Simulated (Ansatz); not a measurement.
B$_{2}$Ir in space group P6/mmm (No. 191; Ir on 1a, B on 2d) at seven volumes, plane-wave PAW PBEsol (Ansatz code), shape and atoms relaxed at each. One row is withheld.

```csv
V (Å³/atom),P (GPa)
8.024,?
8.289,21.85
8.553,10.05
8.818,-0.02
9.083,-8.59
9.347,-15.83
9.612,-22.00
```

Fit the shown pressures and predict the withheld one.

Third-order Birch–Murnaghan: P = (3/2)B₀(x^(7/2) − x^(5/2))[1 + (3/4)(B′ − 4)(x − 1)] with x = (V₀/V)^(2/3). Least squares on the six rows gives V₀ = 8.817 Å³/atom, B₀ = 308.5 GPa, B′ = 4.43. At V = 8.024, x = 1.0648 and P = 35.85 GPa. The run itself gave 35.68 GPa.

The cell is a constructed one: a structure type filled with these elements; neither database checked (COD, Materials Project) lists it. Its standing as an ambient phase is unchecked. The PBEsol relaxation kept the symmetry of its start. At this level the phase is dynamically unstable (imaginary phonons). No spin polarisation was allowed. Scalar-relativistic: spin–orbit coupling is off unless named, which matters more the heavier the elements.

Potentials: the earlier of the program's two PAW sets. The files were generated under PBE; for other functionals the program regenerates the frozen cores, and for LDA and PBEsol the local potential too.
